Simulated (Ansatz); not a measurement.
**NaHF2: input, output and frames of a trajectory**

Method: DFT PBEsol, scalar-relativistic, plane waves, PAW (Ansatz). Settings: plane waves to 420 eV, k-mesh 3×3×3 (Γ-centred), Fermi–Dirac smearing 0.02 eV. The mesh is coarse. No spin polarisation.

16 atoms, starting at 1.00 times the perfect crystal's volume (space group R-3m, the cell as given, not relaxed at this level); Langevin thermostat at 200 K (friction 0.02 fs⁻¹), fixed cell; 30 steps of 2 fs. The run is short and not equilibrated. The time step is too long for these atoms, so the motion is inaccurate.

The calculation finished and met its thresholds.

Command:
```bash
ansatz run input.yaml --threads 4 --pin off --max-ram 5120MiB --backend cpu --events-out ev --progress --plain --runs-dir out
```

Input:
```yaml
crystal:
  lattice:
    - [-3.4568904342, 1.9958366228, -4.6388706988]
    - [3.4568904342, 1.9958366228, -4.6388706988]
    - [0.0, -3.9916732455, -4.6388706988]
  atoms:
    - { symbol: Na, position: [0.5, 0.0, 0.5] }
    - { symbol: Na, position: [0.0, 0.5, 0.5] }
    - { symbol: Na, position: [0.5, 0.5, 0.0] }
    - { symbol: Na, position: [0.0, 0.0, 0.0] }
    - { symbol: H, position: [0.0, 0.5, 0.0] }
    - { symbol: H, position: [0.5, 0.0, 0.0] }
    - { symbol: H, position: [0.0, 0.0, 0.5] }
    - { symbol: H, position: [0.5, 0.5, 0.5] }
    - { symbol: F, position: [0.09, 0.59, 0.09] }
    - { symbol: F, position: [0.59, 0.09, 0.09] }
    - { symbol: F, position: [0.09, 0.09, 0.59] }
    - { symbol: F, position: [0.59, 0.59, 0.59] }
    - { symbol: F, position: [0.91, 0.41, 0.91] }
    - { symbol: F, position: [0.41, 0.91, 0.91] }
    - { symbol: F, position: [0.91, 0.91, 0.41] }
    - { symbol: F, position: [0.41, 0.41, 0.41] }
basis:
  ecutwfc: 420
kpoints:
  mp_grid: { grid: [3, 3, 3], shift: [0.0, 0.0, 0.0] }
hamiltonian:
  xc: pbesol
scf:
  occupations: { method: fermi_dirac, width: 0.02 }
  lower_state_search: "off"
  convergence: { dr2_threshold: 1.0e-07 }
output:
  forces: true
  stress: true
md:
  timestep: 2.0
  n_steps: 30
  ensemble: nvt_langevin
  temperature: 200.0
  initial_velocities: maxwell_boltzmann
  seed: 21730
  friction: 0.02
```

Output (its end):
```
...
md step    30: t =    60.00 fs T =   241.9 K  F+E_penalty+E_count = -12383.13592066 eV  E_kin = 0.500239 eV  P_inst = -1.2000 GPa (8 SCF iters)
SCF converged after 8 iterations
Free energy (F): -12383.135921 eV
Harris-Foulkes:  -12383.135921 eV  (|F-HF|=6.40e-9)
Internal energy: -12383.135921 eV  (E = F + TS)
E sigma→0 (E₀):  -12383.135921 eV
Fermi energy:    1.668148 eV
--- Per-component energies (eV) ---
  E_band       = -1352.327065
  E_kinetic    = 2185.400897
  E_local      = -10739.930761  (includes V_loc(G=0)·N_el)
  E_nonlocal   = 1060.060668
  E_hartree    = 3941.353093
  E_xc         = -818.310291
  E_vxc        = -1056.090084  (∫ρ·V_xc dr)
  E_paw        = -2565.075567  (= ΣΔE_a)
  E_vpaw       = -684.491710  (= ΣTr[D̂ρ^β])
  E_aug_tail   = 0.012907  (compensation charges beyond the density's cutoff)
  E_ewald      = -5447.205183
  E_core_change = 0.558316  (= ΣΔE_core)
  E_smearing   = -0.000000  (= −TS)
  E_closure    = -0.000000  (closes the sum)
  Σ components = -12383.135921   (vs F -12383.135921, Δ=0.00e0)
--- Forces (eV/Å), atoms counted from 1 ---
  atom   1  Na     0.06246170    -0.08168940    -0.02654782
  atom   2  Na    -0.17513365    -0.11207449    -0.11953387
  atom   3  Na    -0.42985077     0.12121999     0.00949085
  atom   4  Na     0.11626980     0.22438110     0.14646020
  atom   5  H      0.11972052     0.33774314     0.25804898
  atom   6  H      0.23598920    -0.64610438     0.09747338
  atom   7  H      0.47797245    -0.26433609     0.05314720
  atom   8  H     -0.13310424     0.27231605    -0.26644781
  atom   9  F      0.16921471    -0.49489200     0.54946857
  atom  10  F     -0.19583892     0.49174627     0.57715915
  atom  11  F     -0.34876142     0.19678059     1.27879249
  atom  12  F     -0.14026332    -0.39287843     1.16728107
  atom  13  F     -0.37738224     0.01547783    -0.43632875
  atom  14  F      0.28889103     0.39691106    -0.92346420
  atom  15  F      0.05142600     0.11987222    -1.81334146
  atom  16  F      0.27840331    -0.18446575    -0.55161028
  max |Σ_I F_I| component: 4.77e-5 eV/Å
--- Stress (GPa, compression-positive) ---
        1.034241       0.289933      -0.041390
        0.289933       0.598403      -0.356645
       -0.041390      -0.356645      -6.067426
  P = ⅓ Tr σ = -1.4783 GPa (-14.783 kbar)
--- MD trajectory: 30 steps, t = 0.0 → 60.0 fs ---
  final state: T = 241.9 K   F+E_penalty+E_count = -12383.13592066 eV   E_kin = 0.500239 eV
```

Frames along the run (Å, eV/Å; dE is the potential energy from the first frame):

```xyz
16
Lattice="-3.457 1.996 -4.639 3.457 1.996 -4.639 0.000 -3.992 -4.639" Properties=species:S:1:pos:R:3:forces:R:3 pbc="T T T" time_fs=0.00 dE_eV=0.0000 T_K=188
Na   -1.728   -0.998   -4.639    0.000    0.000    0.000
Na    1.728   -0.998   -4.639    0.000    0.000    0.000
Na    0.000    1.996   -4.639    0.000    0.000    0.000
Na    0.000    0.000    0.000    0.000    0.000    0.000
H     1.728    0.998   -2.319    0.000    0.000    0.000
H    -1.728    0.998   -2.319    0.000    0.000    0.000
H     0.000   -1.996   -2.319    0.000    0.000    0.000
H     0.000    0.000   -6.958    0.000    0.000    0.000
F     1.728    0.998   -3.572    0.000    0.000    2.314
F    -1.728    0.998   -3.572    0.000    0.000    2.314
F     0.000   -1.996   -3.572    0.000    0.000    2.314
F     0.000    0.000   -8.211    0.000    0.000    2.314
F    -1.728   -0.998  -10.345    0.000    0.000   -2.314
F     1.728   -0.998  -10.345    0.000    0.000   -2.314
F     0.000    1.996  -10.345    0.000    0.000   -2.314
F     0.000    0.000   -5.706    0.000    0.000   -2.314
16
Lattice="-3.457 1.996 -4.639 3.457 1.996 -4.639 0.000 -3.992 -4.639" Properties=species:S:1:pos:R:3:forces:R:3 pbc="T T T" time_fs=4.00 dE_eV=-0.1793 T_K=293
Na   -1.730   -1.004   -4.650   -0.163    0.007    0.065
Na    1.712   -1.012   -4.628    0.213    0.163   -0.008
Na    0.013    1.986   -4.634    0.029    0.086    0.064
Na    0.016    0.016    0.002   -0.141   -0.184   -0.078
H     1.703    1.041   -2.277    0.204   -0.235    0.051
H    -1.797    0.991   -2.336    0.401    0.038   -0.007
H     0.037   -2.054   -2.370   -0.270    0.365    0.025
H    -0.074    0.032   -6.908    0.441   -0.198    0.022
F     1.730    1.013   -3.571   -0.070    0.043    2.107
F    -1.730    0.987   -3.565   -0.169    0.044    2.088
F    -0.009   -1.998   -3.544    0.168   -0.175    2.007
F     0.017   -0.005   -8.194   -0.307    0.075    1.976
F    -1.713   -1.003  -10.358   -0.138    0.152   -2.184
F     1.719   -0.983  -10.371   -0.130   -0.065   -2.060
F     0.004    1.998  -10.346    0.078   -0.168   -2.028
F    -0.024    0.003   -5.723   -0.146    0.053   -2.039
16
Lattice="-3.457 1.996 -4.639 3.457 1.996 -4.639 0.000 -3.992 -4.639" Properties=species:S:1:pos:R:3:forces:R:3 pbc="T T T" time_fs=10.00 dE_eV=-0.6664 T_K=478
Na   -1.738   -1.021   -4.661   -0.365   -0.021    0.114
Na    1.692   -1.033   -4.610    0.469    0.302    0.033
Na    0.037    1.970   -4.632    0.071    0.246    0.114
Na    0.042    0.042    0.000   -0.344   -0.381   -0.091
H     1.697    1.037   -2.224    0.299   -0.153   -0.475
H    -1.774    0.972   -2.381    0.123    0.146    0.147
H     0.034   -2.071   -2.403   -0.236    0.374    0.756
H    -0.089    0.015   -6.823    0.382   -0.067   -1.062
F     1.728    1.035   -3.540   -0.090   -0.071    1.289
F    -1.745    0.975   -3.529    0.044    0.015    0.970
F    -0.014   -2.009   -3.481    0.148   -0.122    0.448
F     0.035   -0.004   -8.149   -0.362   -0.039    0.948
F    -1.686   -1.014  -10.414   -0.235    0.138   -0.883
F     1.697   -0.965  -10.440    0.099   -0.157   -1.086
F     0.004    2.003  -10.378    0.052   -0.162   -1.216
F    -0.060    0.002   -5.778   -0.055   -0.047   -0.005
16
Lattice="-3.457 1.996 -4.639 3.457 1.996 -4.639 0.000 -3.992 -4.639" Properties=species:S:1:pos:R:3:forces:R:3 pbc="T T T" time_fs=14.00 dE_eV=-0.9510 T_K=590
Na   -1.752   -1.033   -4.669   -0.111    0.028    0.110
Na    1.686   -1.042   -4.597    0.248    0.292    0.053
Na    0.051    1.963   -4.629   -0.007    0.132    0.028
Na    0.055    0.056   -0.006   -0.320   -0.282    0.013
H     1.784    1.033   -2.237   -0.125   -0.068   -0.906
H    -1.703    0.940   -2.375   -0.299    0.322    0.173
H    -0.010   -2.036   -2.299   -0.001    0.144    0.315
H    -0.050   -0.016   -6.903    0.177    0.065   -0.598
F     1.719    1.052   -3.512    0.179   -0.122    0.670
F    -1.751    0.967   -3.497    0.234   -0.096   -0.099
F    -0.009   -2.020   -3.432    0.019   -0.006   -0.154
F     0.042   -0.001   -8.118   -0.250   -0.098    0.366
F    -1.672   -1.017  -10.455    0.002    0.088    0.185
F     1.686   -0.952  -10.493    0.278   -0.261   -0.061
F    -0.003    2.000  -10.419   -0.085   -0.048   -0.276
F    -0.081   -0.006   -5.816    0.063   -0.091    0.181
16
Lattice="-3.457 1.996 -4.639 3.457 1.996 -4.639 0.000 -3.992 -4.639" Properties=species:S:1:pos:R:3:forces:R:3 pbc="T T T" time_fs=18.00 dE_eV=-0.7294 T_K=409
Na   -1.763   -1.045   -4.680    0.231    0.125    0.059
Na    1.678   -1.044   -4.586   -0.056    0.108   -0.041
Na    0.059    1.958   -4.620   -0.228    0.009   -0.197
Na    0.067    0.064   -0.014   -0.132   -0.060    0.072
H     1.844    1.009   -2.355   -0.386    0.074    0.066
H    -1.657    0.928   -2.356   -0.480    0.318   -0.132
H    -0.057   -1.967   -2.182    0.129   -0.186   -1.868
H     0.006   -0.061   -7.033   -0.131    0.242    0.891
F     1.710    1.070   -3.483    0.371   -0.200   -0.139
F    -1.754    0.959   -3.468    0.294   -0.168   -1.103
F    -0.001   -2.033   -3.382   -0.091    0.150   -1.164
F     0.054    0.005   -8.091   -0.037   -0.141   -1.273
F    -1.658   -1.024  -10.490    0.149    0.044    0.207
F     1.680   -0.944  -10.542    0.317   -0.257    1.274
F    -0.015    1.991  -10.460   -0.149    0.117    2.822
F    -0.094   -0.010   -5.857    0.199   -0.176    0.525
16
Lattice="-3.457 1.996 -4.639 3.457 1.996 -4.639 0.000 -3.992 -4.639" Properties=species:S:1:pos:R:3:forces:R:3 pbc="T T T" time_fs=24.00 dE_eV=-0.3205 T_K=181
Na   -1.771   -1.059   -4.693   -0.106    0.227   -0.033
Na    1.662   -1.036   -4.578    0.332    0.066   -0.152
Na    0.068    1.952   -4.611   -0.335    0.211   -0.288
Na    0.078    0.059   -0.015   -0.087   -0.291   -0.090
H     1.788    0.978   -2.408   -0.007    0.151    0.830
H    -1.699    1.017   -2.370   -0.260   -0.083   -0.073
H    -0.104   -1.904   -2.336    0.152   -0.313    1.784
H     0.066   -0.105   -6.961   -0.268    0.438   -0.464
F     1.697    1.088   -3.461    0.113   -0.175   -1.650
F    -1.753    0.947   -3.449    0.272   -0.016   -2.235
F     0.012   -2.058   -3.330    0.032    0.092   -3.826
F     0.067    0.023   -8.079    0.091   -0.323   -1.386
F    -1.639   -1.038  -10.539   -0.064   -0.053    1.148
F     1.671   -0.951  -10.575    0.270   -0.015    2.407
F    -0.035    1.974  -10.477   -0.308    0.381    1.996
F    -0.104   -0.011   -5.906    0.172   -0.297    2.031
16
Lattice="-3.457 1.996 -4.639 3.457 1.996 -4.639 0.000 -3.992 -4.639" Properties=species:S:1:pos:R:3:forces:R:3 pbc="T T T" time_fs=28.00 dE_eV=-0.3049 T_K=150
Na   -1.774   -1.062   -4.696   -0.064    0.132    0.092
Na    1.658   -1.037   -4.572    0.307    0.154    0.020
Na    0.066    1.951   -4.608   -0.191    0.226   -0.175
Na    0.076    0.055   -0.019   -0.260   -0.256    0.048
H     1.741    0.964   -2.308    0.068    0.275   -1.327
H    -1.765    1.065   -2.383   -0.072   -0.264    0.176
H    -0.086   -1.916   -2.262    0.174   -0.422    0.191
H     0.072   -0.095   -6.920   -0.169    0.387   -1.454
F     1.688    1.103   -3.467    0.047   -0.280   -1.169
F    -1.750    0.943   -3.455    0.172    0.104   -2.110
F     0.025   -2.072   -3.326    0.004    0.239   -2.762
F     0.070    0.043   -8.086    0.064   -0.339   -1.268
F    -1.623   -1.049  -10.565   -0.053   -0.136    2.672
F     1.665   -0.957  -10.566    0.192    0.081    1.933
F    -0.052    1.969  -10.468   -0.243    0.351    2.333
F    -0.118   -0.012   -5.918    0.023   -0.252    2.799
16
Lattice="-3.457 1.996 -4.639 3.457 1.996 -4.639 0.000 -3.992 -4.639" Properties=species:S:1:pos:R:3:forces:R:3 pbc="T T T" time_fs=32.00 dE_eV=-0.5760 T_K=242
Na   -1.779   -1.062   -4.697    0.245    0.196    0.033
Na    1.661   -1.043   -4.562    0.024    0.135   -0.098
Na    0.065    1.949   -4.607   -0.311    0.092   -0.310
Na    0.069    0.052   -0.025   -0.176   -0.120    0.027
H     1.711    0.984   -2.358    0.255    0.195   -0.359
H    -1.803    1.061   -2.379    0.076   -0.308    0.107
H    -0.063   -1.983   -2.185    0.137   -0.266   -1.221
H     0.032   -0.007   -7.050   -0.237    0.099    0.857
F     1.679    1.115   -3.480    0.058   -0.262   -1.100
F    -1.746    0.940   -3.470    0.043    0.161   -1.346
F     0.034   -2.085   -3.337   -0.007    0.202   -1.648
F     0.074    0.061   -8.103   -0.019   -0.142   -1.838
F    -1.605   -1.065  -10.572   -0.174   -0.076    1.772
F     1.658   -0.959  -10.545    0.104    0.066    1.267
F    -0.067    1.967  -10.439   -0.199    0.210    2.567
F    -0.127   -0.016   -5.916    0.181   -0.183    1.288
16
Lattice="-3.457 1.996 -4.639 3.457 1.996 -4.639 0.000 -3.992 -4.639" Properties=species:S:1:pos:R:3:forces:R:3 pbc="T T T" time_fs=36.00 dE_eV=-0.7497 T_K=268
Na   -1.780   -1.058   -4.697    0.192    0.298   -0.031
Na    1.662   -1.051   -4.553    0.109    0.074   -0.278
Na    0.069    1.950   -4.611   -0.543    0.172   -0.358
Na    0.058    0.047   -0.036    0.020   -0.200   -0.141
H     1.701    1.032   -2.459    0.376   -0.100    1.256
H    -1.832    1.013   -2.355    0.252   -0.164   -0.234
H    -0.053   -2.089   -2.250    0.073    0.123    0.348
H    -0.047    0.110   -7.058    0.104   -0.350    0.641
F     1.673    1.123   -3.498    0.086   -0.139   -1.505
F    -1.739    0.936   -3.496   -0.070    0.138   -0.294
F     0.039   -2.095   -3.355   -0.051    0.027   -1.047
F     0.081    0.077   -8.132   -0.246   -0.022   -0.895
F    -1.594   -1.083  -10.565   -0.315    0.111    0.762
F     1.650   -0.964  -10.519    0.073   -0.041    0.586
F    -0.080    1.967  -10.398   -0.156    0.023    0.495
F    -0.131   -0.013   -5.907    0.096    0.051    0.694
16
Lattice="-3.457 1.996 -4.639 3.457 1.996 -4.639 0.000 -3.992 -4.639" Properties=species:S:1:pos:R:3:forces:R:3 pbc="T T T" time_fs=42.00 dE_eV=-0.7246 T_K=257
Na   -1.780   -1.049   -4.689    0.165    0.227   -0.075
Na    1.660   -1.059   -4.534    0.194    0.252   -0.209
Na    0.066    1.956   -4.635   -0.383    0.154   -0.076
Na    0.040    0.036   -0.062   -0.114   -0.289   -0.082
H     1.780    1.067   -2.355   -0.030   -0.227   -0.337
H    -1.845    0.902   -2.366    0.371    0.412   -0.092
H    -0.031   -2.184   -2.273   -0.091    0.617    0.412
H    -0.079    0.179   -7.009    0.361   -0.752   -0.060
F     1.673    1.125   -3.536    0.341   -0.197    0.335
F    -1.727    0.934   -3.538   -0.188   -0.059    0.761
F     0.037   -2.106   -3.400   -0.060   -0.169    0.248
F     0.088    0.092   -8.180   -0.563    0.065    0.651
F    -1.588   -1.104  -10.548   -0.209    0.271    0.353
F     1.628   -0.974  -10.481    0.112   -0.284   -0.729
F    -0.106    1.963  -10.351    0.048   -0.277   -0.944
F    -0.128   -0.005   -5.887    0.045    0.257   -0.157
16
Lattice="-3.457 1.996 -4.639 3.457 1.996 -4.639 0.000 -3.992 -4.639" Properties=species:S:1:pos:R:3:forces:R:3 pbc="T T T" time_fs=46.00 dE_eV=-0.6767 T_K=188
Na   -1.776   -1.042   -4.682    0.310    0.075   -0.081
Na    1.663   -1.060   -4.526    0.022    0.219   -0.106
Na    0.062    1.962   -4.653   -0.294    0.117   -0.021
Na    0.029    0.027   -0.078   -0.174   -0.099    0.060
H     1.824    1.060   -2.330   -0.236   -0.188   -0.616
H    -1.790    0.859   -2.395    0.039    0.676    0.011
H    -0.026   -2.139   -2.177   -0.196    0.339   -0.069
H    -0.032    0.107   -7.016    0.097   -0.365   -0.012
F     1.670    1.127   -3.559    0.458   -0.266    0.656
F    -1.723    0.933   -3.553   -0.073   -0.173    1.080
F     0.029   -2.109   -3.426   -0.023   -0.021    0.836
F     0.084    0.097   -8.209   -0.488   -0.144    1.090
F    -1.586   -1.110  -10.546   -0.149    0.265    0.259
F     1.617   -0.980  -10.460    0.329   -0.373   -1.229
F    -0.126    1.955  -10.334    0.188   -0.149   -1.205
F    -0.127    0.000   -5.873    0.190    0.086   -0.653
16
Lattice="-3.457 1.996 -4.639 3.457 1.996 -4.639 0.000 -3.992 -4.639" Properties=species:S:1:pos:R:3:forces:R:3 pbc="T T T" time_fs=50.00 dE_eV=-0.5916 T_K=180
Na   -1.774   -1.037   -4.675    0.403   -0.041   -0.034
Na    1.677   -1.055   -4.517   -0.164   -0.017   -0.032
Na    0.057    1.968   -4.661   -0.401    0.172   -0.114
Na    0.013    0.017   -0.092   -0.029    0.148    0.150
H     1.812    1.063   -2.408   -0.154   -0.288    0.057
H    -1.723    0.913   -2.396   -0.386    0.320    0.009
H    -0.062   -2.054   -2.082   -0.042   -0.171   -0.947
H     0.023   -0.004   -7.000   -0.248    0.271   -0.027
F     1.665    1.127   -3.577    0.456   -0.286    0.852
F    -1.719    0.928   -3.557    0.111    0.003    1.197
F     0.021   -2.114   -3.446   -0.063    0.219    0.801
F     0.076    0.098   -8.229   -0.306   -0.453    1.374
F    -1.582   -1.117  -10.544   -0.272    0.373   -0.537
F     1.612   -0.992  -10.449    0.578   -0.183   -1.400
F    -0.148    1.948  -10.326    0.134    0.145   -0.413
F    -0.124   -0.002   -5.864    0.384   -0.213   -0.935
16
Lattice="-3.457 1.996 -4.639 3.457 1.996 -4.639 0.000 -3.992 -4.639" Properties=species:S:1:pos:R:3:forces:R:3 pbc="T T T" time_fs=56.00 dE_eV=-0.4966 T_K=167
Na   -1.760   -1.036   -4.668    0.217   -0.043   -0.046
Na    1.691   -1.039   -4.504   -0.185   -0.169   -0.112
Na    0.054    1.975   -4.679   -0.516    0.183   -0.168
Na   -0.016   -0.006   -0.117    0.165    0.229    0.115
H     1.769    1.026   -2.486    0.064   -0.085    0.619
H    -1.735    1.056   -2.395   -0.301   -0.606    0.011
H    -0.146   -1.990   -2.150    0.245   -0.517   -0.087
H     0.040   -0.081   -6.989   -0.384    0.665   -0.013
F     1.669    1.128   -3.581    0.262   -0.319    0.532
F    -1.706    0.916   -3.547    0.059    0.482    1.062
F     0.011   -2.105   -3.474   -0.265    0.338    1.204
F     0.058    0.089   -8.241   -0.127   -0.640    1.480
F    -1.597   -1.118  -10.542   -0.393    0.253   -0.681
F     1.609   -1.012  -10.456    0.575    0.316   -1.268
F    -0.180    1.947  -10.323    0.125    0.306   -1.607
F    -0.119   -0.016   -5.863    0.460   -0.391   -1.042
16
Lattice="-3.457 1.996 -4.639 3.457 1.996 -4.639 0.000 -3.992 -4.639" Properties=species:S:1:pos:R:3:forces:R:3 pbc="T T T" time_fs=60.00 dE_eV=-0.6305 T_K=242
Na   -1.749   -1.033   -4.669    0.062   -0.082   -0.027
Na    1.698   -1.028   -4.495   -0.175   -0.112   -0.120
Na    0.055    1.979   -4.695   -0.430    0.121    0.009
Na   -0.035   -0.026   -0.134    0.116    0.224    0.146
H     1.748    0.951   -2.428    0.120    0.338    0.258
H    -1.826    1.062   -2.401    0.236   -0.646    0.097
H    -0.195   -2.034   -2.201    0.478   -0.264    0.053
H    -0.002   -0.032   -6.974   -0.133    0.272   -0.266
F     1.674    1.127   -3.569    0.169   -0.495    0.549
F    -1.703    0.912   -3.526   -0.196    0.492    0.577
F    -0.001   -2.095   -3.482   -0.349    0.197    1.279
F     0.045    0.072   -8.231   -0.140   -0.393    1.167
F    -1.611   -1.118  -10.550   -0.377    0.015   -0.436
F     1.607   -1.023  -10.473    0.289    0.397   -0.923
F    -0.191    1.949  -10.335    0.051    0.120   -1.813
F    -0.116   -0.023   -5.876    0.278   -0.184   -0.552
```